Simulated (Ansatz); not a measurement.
# Structures of Sr3Y: which is lowest?

Plane-wave DFT in Ansatz with scalar-relativistic PAW potentials, cutoff 500 eV, Γ-centred meshes chosen by cell and gap, Gaussian smearing with energies taken to zero width. Every cell was relaxed (cell and atoms) in a run of its own, within the symmetry of its start. Functional: r2SCAN.

Relaxed structures (starts from databases or built by putting these elements on another compound's sites):
A. Pm-3m, 4 atoms in the computed cell, a = 5.820 Å; sites (symmetry × multiplicity) Sr 4/mm.m × 3, Y m-3m × 1; start: built
B. P6_3/mmc, 8 atoms in the computed cell, a = 8.169 Å, c = 6.721 Å; sites (symmetry × multiplicity) Sr mm2 × 6, Y -6m2 × 2; start: built

Q: Rank them by energy. Could pressure change the order?

A:
```tsv
structure	group	E − E(lowest) (meV/atom)	V (Å³/atom)	gap on mesh (eV)
B	P6_3/mmc	0.0	48.55	0.00
A	Pm-3m	13.8	49.28	0.00
```

B is lowest, 14 meV/atom under A. The lowest is also the densest of these, so pressure wouldn't bring one of the others in at first order. Other structures may lie lower than all of these, and vibrations aren't counted.